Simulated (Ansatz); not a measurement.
All numbers below come from Ansatz 0.2.0, DFT PBE, scalar-relativistic, plane waves, PAW. All cells share a 420 eV cutoff and Γ-centred k meshes spaced at most about 0.3 Å⁻¹ (about 0.25 or finer for metals, 2π included). No spin polarisation in the final relaxations.

Temperature and zero-point effects are left out.

Two forms of Ge2BiO2 were relaxed alike.

A.

```yaml
crystal:
  lattice:
    - [4.08914, 0.00000, 0.00000]
    - [0.00000, 4.08914, 0.00000]
    - [0.00000, 0.00000, 5.62840]
  atoms:
    - { symbol: Ge, position: [0.50000, 0.00000, 0.10544] }
    - { symbol: Ge, position: [0.00000, 0.50000, 0.10544] }
    - { symbol: Bi, position: [0.50000, 0.50000, 0.61693] }
    - { symbol: O, position: [0.50000, 0.00000, 0.44061] }
    - { symbol: O, position: [0.00000, 0.50000, 0.44061] }
```

B.

```yaml
crystal:
  lattice:
    - [4.51217, 0.00000, 0.00000]
    - [-2.25608, 3.90765, 0.00000]
    - [0.00000, 0.00000, 4.71816]
  atoms:
    - { symbol: Ge, position: [0.33333, 0.66667, 0.70081] }
    - { symbol: Ge, position: [0.66667, 0.33333, 0.70081] }
    - { symbol: Bi, position: [0.00000, 0.00000, 0.15170] }
    - { symbol: O, position: [0.33333, 0.66667, 0.09569] }
    - { symbol: O, position: [0.66667, 0.33333, 0.09569] }
```

Question: Which form is favoured at zero pressure, and by what margin per atom?

Answer: A is lower, by 127 meV/atom. A has space group P4mm (No. 99), 18.8 Å³/atom and no gap on its mesh; B has space group P6mm (No. 183), 16.6 Å³/atom and no gap. Counting O atoms around Bi and Ge (those within 1.25 times the shortest such distance or 1.15 times the sum of covalent radii, 1.27 where that leaves under three; the shortest distance is added where it exceeds 1.18 times the sum of covalent radii), A has Ge 1, Bi 4 and B has Ge 1, Bi 6 from 2.6 Å. B holds Ge–Ge nets (shortest 2.61 Å); in A the shortest Ge–Ge distance is 2.89 Å, near bonding range too. Both come from invented guesses. A third cell relaxed alike, in I4/mmm, lies 49 meV/atom below the lower of the two.

No dispersion correction is applied, so the spacing and binding between layers, chains or molecules are poorly described (P4mm, P6mm), and this can change margins and order among such cells. Spin–orbit coupling, which can matter for Bi, is left out. In P4mm, P6mm an odd number of electrons in the primitive cell allows no gap without spin; a larger cell or a magnetic state could open one. Cells relaxed within their symmetry can be saddle points.
